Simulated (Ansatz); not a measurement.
# What DFT gives for TaF3

```yaml
crystal:
  lattice:
    - [3.87232, 0.00000, 0.00000]
    - [0.00000, 3.87232, 0.00000]
    - [0.00000, 0.00000, 3.87232]
  atoms:
    - { symbol: Ta, position: [0.00000, 0.00000, 0.00000] }
    - { symbol: F, position: [0.50000, 0.00000, 0.00000] }
    - { symbol: F, position: [0.00000, 0.50000, 0.00000] }
    - { symbol: F, position: [0.00000, 0.00000, 0.50000] }
```

The numbers come from plane-wave PAW DFT (Ansatz): r2SCAN, no spin polarisation, 500 eV, 9×9×9 Γ-centred k points, fermi-dirac occupations (width 0.1 eV). Nothing was relaxed.

(1) What is the formation energy?

(2) What happens at the Fermi level?

(3) Give the Bader charges.

(4) What does the stress say?

Origin: a database entry at a rescaled volume. Caveats: many states at the Fermi level without spin polarisation, so a magnetic state may lie lower; atoms or cell far from equilibrium.

Answers

(1) -2.39 eV an atom against the elements' usual phases (free molecules for gases, crystals otherwise, with no correction for O₂ or N₂), so it is bound against them; other compounds may still compete. Relaxing would lower it.

(2) It is a metal, with about 2.4 states/eV a cell as the mean within 0.25 eV of the Fermi level, mostly Ta d (82 %).

(3) Bader charges in e: Ta +2.34, F -0.78. In the mean Ta gives up most and F takes most.

(4) The pressure is 27.1 GPa (compression positive), so with the atoms held at these fractions the cell would first expand.
